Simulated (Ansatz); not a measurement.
Structure relaxation, Al2Cu

The start is a randomly generated symmetric cell of Al2Cu (space group No. 118). Cell shape, volume and atoms are optimised at zero target pressure with r2SCAN (plane waves to 500 eV, PAW, scalar-relativistic; Ansatz, an electronic-structure program). The first steps use a coarse 8×8×5 k-mesh.

Starting cell:
```
CELL_PARAMETERS angstrom
      3.97307     0.00000     0.00000
      0.00000     3.97307     0.00000
      0.00000     0.00000     6.32758
ATOMIC_POSITIONS crystal
  Al 0.76321 0.26321 0.25000
  Al 0.23679 0.73679 0.25000
  Al 0.26321 0.23679 0.75000
  Al 0.73679 0.76321 0.75000
  Cu 0.00000 0.00000 0.50000
  Cu 0.50000 0.50000 0.00000
```

| Item | Value |
|---|---|
| Largest initial force | 0.25 eV/Å, on Al1, Al2, Al3, Al4 (atoms numbered as listed) |
| Energy released | 0.33 eV/atom |
| Volume change | +17.7 %, from 16.65 to 19.60 Å³/atom |
| Shortest distances (start → end) | The closest pairs of elements (up to four, under 3.6 Å), start → end: Al–Cu 2.12 → 2.38 Å; Al–Al 2.66 → 2.76 Å |
| Optimiser moves | 14 |

Relaxed structure:

```cif
data_Al4Cu2
_chemical_formula_sum 'Al4 Cu2'
_space_group_name_H-M_alt 'P42/nnm :1'
_space_group_IT_number 134
_space_group_name_Hall 'P 4n 2 -1n'
_cell_length_a 3.89837
_cell_length_b 3.89837
_cell_length_c 7.73897
_cell_angle_alpha 90.000
_cell_angle_beta 90.000
_cell_angle_gamma 90.000
loop_
_space_group_symop_operation_xyz
  'x, y, z'
  '-y+1/2, x+1/2, z+1/2'
  '-x, -y, z'
  'y+1/2, -x+1/2, z+1/2'
  'x, -y, -z'
  '-y+1/2, -x+1/2, -z+1/2'
  '-x, y, -z'
  'y+1/2, x+1/2, -z+1/2'
  '-x+1/2, -y+1/2, -z+1/2'
  'y, -x, -z'
  'x+1/2, y+1/2, -z+1/2'
  '-y, x, -z'
  '-x+1/2, y+1/2, z+1/2'
  'y, x, z'
  'x+1/2, -y+1/2, z+1/2'
  '-y, -x, z'
loop_
_atom_site_label
_atom_site_type_symbol
_atom_site_symmetry_multiplicity
_atom_site_Wyckoff_symbol
_atom_site_fract_x
_atom_site_fract_y
_atom_site_fract_z
_atom_site_occupancy
Al1 Al 4 f 0.75000 0.75000 0.75000 1
Cu1 Cu 2 b 0.00000 0.00000 0.50000 1
```

Final values are on a 12×12×6 k-mesh of the relaxed cell. No spin polarisation in the result.

The run could not lose the symmetry of its start: the end is stationary, and may be a saddle point rather than a minimum.

The relaxed structure here is a generated cell of Al2Cu: the first start was made by a random draw of sites in a space group, and the end was not matched to a known phase here, so it may be hypothetical. Known forms of Al2Cu include space group No. 140.
